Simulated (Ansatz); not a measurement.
Ansatz input

```yaml
crystal:
  lattice:
    - [2.5205159328, 0.0, 0.0]
    - [-1.2602579664, 2.1828308285, 0.0]
    - [0.0, 0.0, 4.588018382]
  atoms:
    - { symbol: Cr, position: [0.3333333333, 0.6666666667, 0.25], spin: 1.5 }
    - { symbol: Cr, position: [0.6666666667, 0.3333333333, 0.75], spin: 1.5 }
hamiltonian:
  xc: mr2scan
  pseudopotentials:
    kind: paw
    azcp:
      Cr: "pseudopotentials/Cr.paw.azcp"
basis:
  ecutwfc: 500
  fft_grid_basis: typed
kpoints:
  mp_grid: { grid: [16, 16, 8], shift: [0, 0, 0] }
magnetization:
  spin_polarized: true
scf:
  occupations: { method: fermi_dirac, width: 0.05 }
  lower_state_search: "off"
output:
  stress: true
```

Output

```
Engine: ansatz 0.2.0, aarch64-unknown-linux-gnu
Pseudopotentials: kind: paw
Pseudopotential: Cr, paw, valence charge 14, recommended cutoff 500 eV (meta_gga) 
Functional definition: m-r2SCAN
  exchange = m_r2scan_x
  correlation = m_r2scan_c
Crystal: 2 atoms, lattice volume = 25.243 Å³
Basis set: ecut = 500 eV, 659 PW (Γ), exchange–correlation on 80×80×144 points (64 copies of the dense FFT grid, shifted against one another)
Bands: 20, of which v1, the nominal top of the filled ones, is band 14 counted from 1 (13 counted from 0)
Symmetry: 24 space group operations
Space group: P63/mmc (ITA 194), of the structure as read, at distance tolerance 2.9e-5 Å
Magnetic group: BNS 194.263 (UNI 1493), of the structure as read, at distance tolerance 2.9e-5 Å
k-points: 150 of 2048
Non-local potential: Cr, projectors of the file, l = 0: 3, l = 1: 2, l = 2: 3, l = 3: 1
PAW form: soft (Blöchl's): semilocal exchange-correlation on the pseudo side does not see the compensation charge
PAW frozen core: Cr, regenerated for the run's functional (the file was generated under x = pbe(κ = 0.804, μ = 0.2195149727645171), c = pbe(β = 0.06672455060314922))
PAW one-centre angular grid: Cr, 590 points (default); XC on 160 Gauss nodes
Initial density: superposition of atomic densities (chi_scale 0.1, normalization cell)
Starting moments: Σ|m| = 3 μB on 2 of 2 sites
Initial wavefunctions: pseudopotential atomic-orbital guess
Functional: x = mr2scan, c = mr2scan; τ floored in thin density (d = 2e-4 eV/Å³)
SCF iter   1: F=-6757.689831 eV  HF=-6766.087778 eV  |F-HF|=8.40e0  |Δ(HF+E_count)|=         —  Δρ=2.04e-1 (↑2.04e-1 ↓5.12e-2)  dr2=1.15e1  dr2_τ=9.74e-2  dr2_m=1.98e0  M=1.378 μB ∫|m|=1.378 μB  β_m=0.30  ethr=3.10e-3  ⟨swp⟩=3.5  Hψ=22252  notcnv=0
SCF iter   2: F=-6762.489207 eV  HF=-6763.798044 eV  |F-HF|=1.31e0  |Δ(HF+E_count)|=    2.29e0  Δρ=1.13e-1 (↑1.13e-1 ↓3.55e-2)  dr2=2.92e0  dr2_τ=5.43e-2  dr2_m=8.75e-1  M=1.404 μB ∫|m|=1.404 μB  β_m=0.30  ethr=3.10e-3  ⟨swp⟩=2.0  Hψ=14772  notcnv=0  defer=168  κ⁻¹=1.0e0(r=1)
SCF iter   3: F=-6763.678060 eV  HF=-6763.574383 eV  |F-HF|=1.04e-1  |Δ(HF+E_count)|=   2.24e-1  Δρ=4.86e-2 (↑4.86e-2 ↓4.63e-2)  dr2=1.59e-1  dr2_τ=2.08e-2  dr2_m=4.55e-1  M=1.339 μB ∫|m|=1.339 μB  β_m=0.30  ethr=3.10e-3  ⟨swp⟩=2.3  Hψ=13264  notcnv=0  defer=146  κ⁻¹=2.1e-3(r=2)
SCF iter   4: F=-6763.731731 eV  HF=-6763.668600 eV  |F-HF|=6.31e-2  |Δ(HF+E_count)|=   9.42e-2  Δρ=4.62e-2 (↑3.08e-2 ↓4.62e-2)  dr2=5.58e-2  dr2_τ=1.13e-2  dr2_m=3.40e-1  M=1.152 μB ∫|m|=1.152 μB  β_m=0.30  ethr=5.69e-4  ⟨swp⟩=2.1  Hψ=13917  notcnv=0  defer=121  κ⁻¹=2.6e-4(r=3)
SCF iter   5: F=-6763.786518 eV  HF=-6763.713850 eV  |F-HF|=7.27e-2  |Δ(HF+E_count)|=   4.53e-2  Δρ=3.59e-2 (↑3.59e-2 ↓3.52e-2)  dr2=1.13e-3  dr2_τ=8.73e-3  dr2_m=2.92e-1  M=0.959 μB ∫|m|=0.959 μB  β_m=0.30  ethr=1.99e-4  ⟨swp⟩=2.3  Hψ=11014  notcnv=0  defer=120  κ⁻¹=8.1e-6(r=4)
SCF iter   6: F=-6763.807286 eV  HF=-6763.756370 eV  |F-HF|=5.09e-2  |Δ(HF+E_count)|=   4.25e-2  Δρ=3.28e-2 (↑2.85e-2 ↓3.28e-2)  dr2=5.39e-3  dr2_τ=6.00e-3  dr2_m=2.16e-1  M=0.826 μB ∫|m|=0.826 μB  β_m=0.30  ethr=4.04e-6  ⟨swp⟩=2.1  Hψ=13915  notcnv=0  defer=103  κ⁻¹=5.3e-6(r=5)
SCF iter   7: F=-6763.824214 eV  HF=-6763.786414 eV  |F-HF|=3.78e-2  |Δ(HF+E_count)|=   3.00e-2  Δρ=2.92e-2 (↑2.92e-2 ↓2.51e-2)  dr2=4.04e-3  dr2_τ=4.55e-3  dr2_m=1.70e-1  M=0.695 μB ∫|m|=0.695 μB  β_m=0.30  ethr=4.04e-6  ⟨swp⟩=2.0  Hψ=12811  notcnv=0  defer=100  κ⁻¹=3.6e-7(r=6)
SCF iter   8: F=-6763.837294 eV  HF=-6763.807237 eV  |F-HF|=3.01e-2  |Δ(HF+E_count)|=   2.08e-2  Δρ=2.31e-2 (↑2.28e-2 ↓2.31e-2)  dr2=4.23e-5  dr2_τ=3.11e-3  dr2_m=1.22e-1  M=0.601 μB ∫|m|=0.601 μB  β_m=0.30  ethr=4.04e-6  ⟨swp⟩=2.0  Hψ=13043  notcnv=0  defer=99  κ⁻¹=1.1e-7(r=7)
...
iter 22 did not close the SCF: its close was put off for a magnetic moment that had not settled (scf_convergence_deferred on its scf_iter line)
SCF iter  22: F=-6763.869618 eV  HF=-6763.869618 eV  |F-HF|=2.06e-9  |Δ(HF+E_count)|=   2.12e-8  Δρ=5.34e-7 (↑5.34e-7 ↓4.85e-7)  dr2=5.60e-12  dr2_τ=1.70e-12  dr2_m=5.61e-11  M=0.000 μB ∫|m|=0.000 μB  β_m=1.20  ethr=1.00e-12  ⟨swp⟩=1.0  Hψ=17692  notcnv=0  κ⁻¹=1.1e-7(r=8)
SCF iter  23: F=-6763.869618 eV  HF=-6763.869618 eV  |F-HF|=4.27e-11  |Δ(HF+E_count)|=   2.54e-9  Δρ=4.90e-8 (↑4.88e-8 ↓4.90e-8)  dr2=2.67e-13  dr2_τ=3.41e-14  dr2_m=3.66e-13  M=0.000 μB ∫|m|=0.000 μB  ethr=1.00e-12  ⟨swp⟩=1.0  Hψ=17390  notcnv=0
WARN: the starting moments were not kept: the SCF closed with an absolute magnetisation of 4.7e-6 μB, where they sum to 3 μB in size (2 sites). That is at most 0.1 of that sum. Measured as dr2_m measures the in/out step, that magnetisation stands 9.3e-12 eV from none, at or under the dr2_threshold of 1.0e-7 eV: it is no larger than a step whose dr2_m would equal this threshold. The system may hold no moment; this SCF shows only that its start led to no more than that. To try another start: raise the starting moments (crystal.atoms[].spin, magnetization.per_species, magnetization.initial_magnetization, or on a non-collinear deck that types none of these the spinor_matrix: blocks that start its atoms; where the total moment is fixed, keep their sum and leave initial_magnetization as it is; typed ones take the place of any that the run laid by itself, positive ones on a crystal's lanthanoids without a Hubbard term where scf.initial_density.shell_occupations: [] is typed) or, if the notice of its spin-set hold's release reads "site moments contracting" or "site moments show no strong build", lengthen the hold (scf.mixing.spin_hold: { on: { confirm: 4 } }; for m-r²SCAN on two components see the key's manual first). Each may lead to a state that holds a moment. A second SCF, from the converged charge density, with the starting moments and any scf.initial_density.shell_occupations laid on it anew, would have followed, and was not run: the deck does not ask for one (magnetization.retry_lost_moments is false, the default). To let it run, set magnetization.retry_lost_moments: true and run the deck again, where that key's refused combinations let it; where memory then withholds it, that run's warning says so.
SCF 1 converged in 23 iterations: F = -6763.869618 eV  dr2 = 2.67e-13
this state was not tested for a lower state beside it, because the mixer in use, unlike msr1, does not test its closes by its own steps (another_mixer; see scf.mixing.algorithm and scf.lower_state_search)
SCF converged after 23 iterations
Magnetization: 0.0000 μB (14.0000 up, 14.0000 down)
Absolute magnetization: 0.0000 μB (∫|ρ↑−ρ↓|, with the PAW one-centre terms)
Spin contamination: 0.0000 ħ² per cell (⟨S²⟩ above its minimum at these occupations)
Per-site moments (μB) at R_I (Å): [(2.1807694032021398e-6, 1.0397128222923293), (2.1807694031868644e-6, 1.0397128222923293)]
Free energy (F): -6763.869618 eV
Harris-Foulkes:  -6763.869618 eV  (|F-HF|=4.27e-11)
Internal energy: -6763.847542 eV  (E = F + TS)
E sigma→0 (E₀):  -6763.858580 eV
Entropy (-TS):   -0.022076 eV (-11.038 meV/atom)
Fermi energy:    17.313979 eV
--- Per-component energies (eV) ---
  E_band       = -372.404272
  E_kinetic    = 683.617170
  E_local      = -2515.881493  (includes V_loc(G=0)·N_el)
  E_nonlocal   = 157.134915
  E_hartree    = 1084.418330
  E_xc         = -274.229723
  E_vxc        = -399.063949  (∫ρ·V_xc dr)
  E_paw        = -2403.719159  (= ΣΔE_a)
  E_vpaw       = -492.281174  (= ΣTr[D̂ρ^β])
  E_aug_tail   = 0.000454  (compensation charges beyond the density's cutoff)
  E_vtau       = 25.233149  (kinetic-family band-sum trace: ∫τ·v_τ [+ j·A + Jᵃ·Aᵃ] dr)
  E_ewald      = -3494.643381
  E_core_change = -0.544655  (= ΣΔE_core)
  E_smearing   = -0.022076  (= −TS)
  E_closure    = 0.000000  (closes the sum)
  Σ components = -6763.869618   (vs F -6763.869618, Δ=0.00e0)
--- Stress (GPa, compression-positive) ---
      -17.580151      -0.000000       0.000000
        0.000000     -17.580151      -0.000000
        0.000000      -0.000000     -14.639324
  P = ⅓ Tr σ = -16.5999 GPa (-165.999 kbar)
```
